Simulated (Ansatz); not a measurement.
Ta₂O₅:
```yaml
crystal:
  lattice:
    - [6.40993, 2.43270, 0.00000]
    - [-6.40993, 2.43270, 0.00000]
    - [-1.32028, 0.00000, 5.37223]
  atoms:
    - { symbol: Ta, position: [0.38665, 0.10610, 0.76606] }
    - { symbol: Ta, position: [0.10610, 0.38665, 0.73394] }
    - { symbol: Ta, position: [0.61335, 0.89390, 0.23394] }
    - { symbol: Ta, position: [0.89390, 0.61335, 0.26606] }
    - { symbol: O, position: [0.44456, 0.66505, 0.52483] }
    - { symbol: O, position: [0.66505, 0.44456, 0.97517] }
    - { symbol: O, position: [0.55544, 0.33495, 0.47517] }
    - { symbol: O, position: [0.33495, 0.55544, 0.02483] }
    - { symbol: O, position: [0.72447, 0.13429, 0.87243] }
    - { symbol: O, position: [0.13429, 0.72447, 0.62757] }
    - { symbol: O, position: [0.27553, 0.86571, 0.12757] }
    - { symbol: O, position: [0.86571, 0.27553, 0.37243] }
    - { symbol: O, position: [0.10312, 0.10312, 0.75000] }
    - { symbol: O, position: [0.89688, 0.89688, 0.25000] }
```

Relaxed with r²SCAN.

Problem. Give the Bader charges and basin volumes of the independent atoms, r²SCAN (plane waves, PAW; program Ansatz).

Solution. 

```
atom  Bader charge (e)  Bader volume (Å³)
----  ----------------  -----------------
Ta1              +3.05                9.2
O5               -1.16               13.4
O9               -1.30               12.3
O13              -1.18               14.0
```

Space group C2/c. The start of the workflow was typed in or built on a structure type; neither database checked (COD, Materials Project) lists it. COD files the formula under space group No. 49. Whether it is the stable phase at ambient conditions was not checked. Symmetry was held in the r²SCAN relaxation; whether a distortion lowers the energy is not shown. The run is not spin-polarised. Scalar-relativistic: spin–orbit coupling is off unless named, which matters more the heavier the elements.

Potentials: the earlier of the program's two PAW sets.
